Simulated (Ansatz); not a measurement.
What DFT gives for GaSi

```
Si Ga
1.0
     6.76526    0.00000    0.00000
     0.00000    3.70425    0.00000
     0.00000    0.00000    5.12918
Si Ga
4 4
Direct
  0.04000 0.25000 0.63000
  0.46000 0.75000 0.13000
  0.54000 0.25000 0.87000
  0.96000 0.75000 0.37000
  0.17800 0.25000 0.12400
  0.32200 0.75000 0.62400
  0.67800 0.25000 0.37600
  0.82200 0.75000 0.87600
```

The numbers come from plane-wave PAW DFT (Ansatz): PBE, no spin polarisation, 420 eV, 5×9×7 Γ-centred k points, cold occupations (width 0.1481 eV). Nothing was relaxed.

Task: Is the cell too large or too small?

Result: The pressure is 10.0 GPa (compression positive), so with the atoms held at these fractions the cell would first expand; the forces are large, so a full relaxation may end otherwise. The principal stresses 8.8, 10.0, 11.2 GPa differ, so its shape would change too.

Task: What is the formation energy?

Result: 0.36 eV an atom against the elements' usual phases (free molecules for gases, crystals otherwise, with no correction for O₂ or N₂), so at this geometry it isn't bound against them. Relaxing would lower it.

Task: Is there a gap?

Result: It is a metal, with about 3.5 states/eV a cell as the mean within 0.25 eV of the Fermi level, mostly Si p (36 %), Ga p (33 %) and Ga s (14 %).

Task: How is the charge shared?

Result: Bader charges in e: Ga +0.26, Si -0.26. In the mean Ga gives up most and Si takes most.

Task: Which atom feels the largest force, and which way?

Result: The largest is on Si1 (and as large on other atoms): 1.32 eV/Å, components (0.64, 0.00, 1.16). It makes 128° with the line to a nearest neighbour, Si4 at 2.35 Å.

Origin: a known structure type with other elements, at an estimated volume, so it need not be a known compound.
